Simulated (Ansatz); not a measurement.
Sc (hcp, Mg type)

```yaml
crystal:
  lattice:
    - [3.32949, 0.00000, 0.00000]
    - [-1.66475, 2.88342, 0.00000]
    - [0.00000, 0.00000, 5.19194]
  atoms:
    - { symbol: Sc, position: [0.33333, 0.66667, 0.75000] }
    - { symbol: Sc, position: [0.66667, 0.33333, 0.25000] }
```

This relaxed cell (volume V₀) is scaled evenly in all directions, its shape held. Symmetry pins the atoms to their sites.

Calculation: r2SCAN (plane waves to 500 eV, PAW, scalar-relativistic; Ansatz, a first-principles code). k mesh 16×16×9 (Γ-centred), Fermi-Dirac smearing 0.05 eV. Energies are smeared free energies. Compression counts positive. With the shape held, the modulus is that of even scaling; a crystal free to change shape is softer. Sc is run without spin polarisation. Sc was relaxed with its symmetry unable to fall. The zero of ΔE is the relaxed starting cell. The last digit holds for this mesh only.

```tsv
V (Å³/atom)	ΔE (meV/atom)
23.427	16.8
23.726	withheld
24.025	5.8
24.324	2.5
24.623	0.6
24.922	0.0
25.221	0.6
25.520	2.4
25.819	5.3
26.118	9.3
26.417	14.2
```

Q: Fit a third-order Birch-Murnaghan form (E₀, V₀, B₀, B₀′ free) to the given rows and predict ΔE at V = 23.726.

A: Least squares on the 10 given rows: ΔE = E₀ + (9V₀B₀/16)·y²·[2 + (B₀′ − 4)y], y = (V₀/V)^(2/3) − 1, with V₀ = 24.917 Å³/atom, B₀ = 55.15 GPa (160.2 GPa = 1 eV/Å³; the term in eV is multiplied by 1000), B₀′ = 3.48, E₀ = -0.01 meV/atom; root-mean-square residual 0.02 meV/atom. At 23.726 the fit gives 10.5 meV/atom; the calculation gives 10.6 meV/atom, so the interpolation is off by -0.1 (-0.9 %). For the pressure the fit gives 2.9 GPa against the computed 2.9 GPa.

(A scan under strain: stresses follow from slopes of the energy per volume, elastic moduli from its curvatures.)
